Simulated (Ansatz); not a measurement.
Mo3Ir:
```
CELL_PARAMETERS angstrom
      3.93655     0.00000     0.00000
      0.00000     3.93655     0.00000
      0.00000     0.00000     3.93655
ATOMIC_POSITIONS crystal
  Mo 0.00000 0.50000 0.50000
  Mo 0.50000 0.50000 0.00000
  Mo 0.50000 0.00000 0.50000
  Ir 0.00000 0.00000 0.00000
```

Relaxed with r²SCAN. Special points in fractions of this cell's reciprocal vectors: Γ (0.000, 0.000, 0.000); X (0.000, 0.500, 0.000); M (0.500, 0.500, 0.000); R (0.500, 0.500, 0.500).

List the band energies nearest the Fermi level at these points for r²SCAN with spin–orbit coupling in the plane-wave PAW code Ansatz.

In eV from the Fermi level; about four levels below and three above (degenerate sets whole), none deeper than 8.9 eV; points with the same levels are listed once.

```json
[
 {"k": "Γ", "below": "-1.74 -1.74 -1.74 -1.74 -1.40 -1.40", "above": "1.09 1.09 1.09 1.09"},
 {"k": "X", "below": "-1.90 -1.90 -0.04 -0.04", "above": "0.18 0.18 0.34 0.34"},
 {"k": "M", "below": "-2.06 -2.06 -1.77 -1.77", "above": "0.55 0.55 0.60 0.60"},
 {"k": "R", "below": "-1.13 -1.13 -1.13 -1.13 -1.01 -1.01", "above": "0.37 0.37 1.10 1.10 1.10 1.10"}
]
```

Space group Pm-3m (Cu3Au type). A made-up cell: these elements were put on the sites of a structure type; neither database checked (COD, Materials Project) lists it. Its standing as an ambient phase is unchecked. The cell was relaxed with r²SCAN under the symmetry of its start; its stability against distortions is not shown here. No spin polarisation was allowed.

Potentials: the earlier of the program's two PAW sets.
